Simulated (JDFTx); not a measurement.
Reference run:

System: Al(100) (Fm-3m bulk; lattice of mp-134, not re-optimised at this level), 1x1 cell of 5 atoms in 5 planes, area 8.16 Å² a face, 8.1 Å between the outermost planes in a cell 24.1 Å high; k mesh 8×8×1, Fermi width 0.01 Ha, no spin polarisation.

Reference level: PBE, GBRV ultrasoft potentials, plane waves to 20/100 Ha, in JDFTx (a modified build). Unrelaxed; liquid: linear PCM (GLSSA13), water, 1 M NaF. Potentials refer to SHE, placed 4.44 V below the bulk liquid's zero by convention.

Settings tried: 3×3×1; 4×4×1; 6×6×1; 8×8×1; 12×12×1; 18×18×1.

### Question
Which is the cheapest setting from which the work function and U_pzc both stay within 0.03 (eV, V) of the last one?

### Answer
12×12×1. Over the whole series the work function spans 0.07 eV and U_pzc 0.07 V.

| k mesh | work function (eV) | U_pzc (V) | mean C above U_pzc (μF/cm²) | k states × plane waves | cycles, vacuum run | rough core time, vacuum run |
|---|---|---|---|---|---|---|
| 3×3×1 | 4.36 | -0.35 | 20 over 0.5 V | 3 × 5670 | 18 | 80 s |
| 4×4×1 | 4.32 | -0.38 | 18 over 0.5 V | 6 × 5674 | 18 | 2 min |
| 6×6×1 | 4.28 | -0.42 | 18 over 0.5 V | 10 × 5665 | 18 | 3 min |
| 8×8×1 | 4.29 | -0.41 | 17 over 0.5 V | 15 × 5671 | 18 | 3 min |
| 12×12×1 | 4.34 | -0.37 | 17 over 0.5 V | 28 × 5666 | 18 | 6 min |
| 18×18×1 | 4.33 | -0.37 | 17 over 0.5 V | 55 × 5666 | 18 | 10 min |

The times are rough (shared hosts); only ratios past two mean anything.
